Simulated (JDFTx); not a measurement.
Input for JDFTx (a modified build) (toluene, C7H8 (SMILES Cc1ccccc1), charge 0, multiplicity 1; bohr and hartree).

```
lattice \
  25.5113026824 0.0000000000 0.0000000000 \
  0.0000000000 22.6767134955 0.0000000000 \
  0.0000000000 0.0000000000 17.4799666528
coords-type Cartesian
ion C -4.7009448529 -0.0008670753 -0.4897492012 1
ion C -1.8673435411 0.0000376274 -0.5153325274 1
ion C -0.5264101347 2.2574130459 -0.5057593926 1
ion C 2.0883676844 2.2603211591 -0.4882508085 1
ion C 3.4039717151 -0.0010347060 -0.4810942534 1
ion C 2.0866118101 -2.2608462464 -0.4887186072 1
ion C -0.5278903734 -2.2576307830 -0.5048934112 1
ion H -5.4412586122 -1.6910818594 -1.3963932736 1
ion H -5.4447261231 1.6549970874 -1.4537124733 1
ion H -5.3860329806 0.0319611350 1.4537124733 1
ion H -1.5433194140 4.0297400465 -0.5124340294 1
ion H 3.1031315711 4.0323980188 -0.4854674717 1
ion H 5.4447261231 -0.0052353252 -0.4742246779 1
ion H 3.1021619418 -4.0323980188 -0.4849742143 1
ion H -1.5447403309 -4.0295230247 -0.5131803163 1
ion-species pseudo/c_pbe_v1.2.upf
ion-species pseudo/h_pbe_v1.4.upf
elec-cutoff 20 100
elec-ex-corr gga-PBE
symmetries none
coulomb-interaction Isolated
coulomb-truncation-embed 0 0 0
elec-n-bands 18
electronic-minimize nIterations 150 energyDiffThreshold 1e-7
ionic-minimize nIterations 25 energyDiffThreshold 1e-5 knormThreshold 4e-4
dump-name s0.$VAR
dump End State Ecomponents EigStats BandEigs Forces ElecDensity IonicPositions
```

The main set-up lines of the log and the final energy components:

```
unit cell volume = 10112.4
Chosen fftbox size, S = [  120  108  80  ]
unit cell volume = 10112.4
Chosen fftbox size, S = [  108  96  72  ]
  'C' pseudopotential, 'SLA  PW   PBE  PBE' functional
  4 valence electrons, 2 orbitals, 4 projectors, 721 radial grid points, with lMax = 1
  'H' pseudopotential, 'SLA  PW   PBX  PBC' functional
  1 valence electrons, 1 orbitals, 2 projectors, 615 radial grid points, with lMax = 0
Initialized 2 species with 15 total atoms.
Folded 1 k-points by 1x1x1 to 1 k-points.
nElectrons:  36.000000   nBands: 18   nStates: 1
average nbasis = 43249.000 , ideal nbasis = 43200.855
unit cell volume = 80899
Chosen fftbox size, S = [  240  216  160  ]
[...]
# Energy components:
   Eewald =      137.8730004552261903
       EH =      171.0831793013801985
     Eloc =     -370.4652555325401977
      Enl =        5.3901194996057047
      Exc =      -15.4774732234953820
 Exc_core =        0.2357309631877642
       KE =       26.6810104310571496
-------------------------------------
     Etot =      -44.6796881055785775

IonicMinimize: Iter:   9  Etot: -44.679688105578578  |grad|_K:  1.878e-04  alpha:  1.000e+00  linmin: -2.843e-01
IonicMinimize: Converged (|grad|_K<4.000000e-04).

	eMin: -0.779463 at state 0 ( [ +0.000000 +0.000000 +0.000000 ] spin 0 )
	HOMO: -0.220792 at state 0 ( [ +0.000000 +0.000000 +0.000000 ] spin 0 )
```

The run took 78 electronic cycles; the highest occupied level lies at -6.01 eV from the vacuum level.
